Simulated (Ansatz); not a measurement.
Here is the system:

BeTe:
```cif
data_Be4Te4
_chemical_formula_sum 'Be4 Te4'
_space_group_name_H-M_alt 'Fm-3m'
_space_group_IT_number 225
_space_group_name_Hall '-F 4 2 3'
_cell_length_a 5.30142
_cell_length_b 5.30142
_cell_length_c 5.30142
_cell_angle_alpha 90.000
_cell_angle_beta 90.000
_cell_angle_gamma 90.000
loop_
_atom_site_label
_atom_site_type_symbol
_atom_site_symmetry_multiplicity
_atom_site_Wyckoff_symbol
_atom_site_fract_x
_atom_site_fract_y
_atom_site_fract_z
_atom_site_occupancy
Be1 Be 4 a 0.00000 0.00000 0.00000 1
Te1 Te 4 b 0.50000 0.50000 0.50000 1
```
(The calculation used a cell of 2 atoms; values per cell refer to that cell.)

This is the PBEsol-relaxed structure.

### Question
All from plane-wave PAW PBEsol (Ansatz code), unless another level is named. Estimate the electronic character.

### Answer
metallic (no gap).

### Question
Give the density of states at the Fermi level.

### Answer
0.30 states/eV per atom (mean over ±0.08 eV).

### Question
Give the formation energy from the elements (no fitted shifts).

### Answer
0.096 eV/atom.

### Question
And the gap with spin–orbit coupling?

### Answer
none (metallic).

The start of the workflow was typed in or built on a structure type; neither database checked (COD, Materials Project) lists it. COD files the formula under space group No. 216, so this cell is another polymorph or a model. Whether it is the stable phase at ambient conditions was not checked. The cell was relaxed with PBEsol under the symmetry of its start. At this level the phase is dynamically unstable (imaginary phonons). The references are the lowest solids computed at this level, not always the standard phases. Scalar-relativistic: spin–orbit coupling is off unless named, which matters more the heavier the elements.

Potentials: the later of the program's two PAW sets.
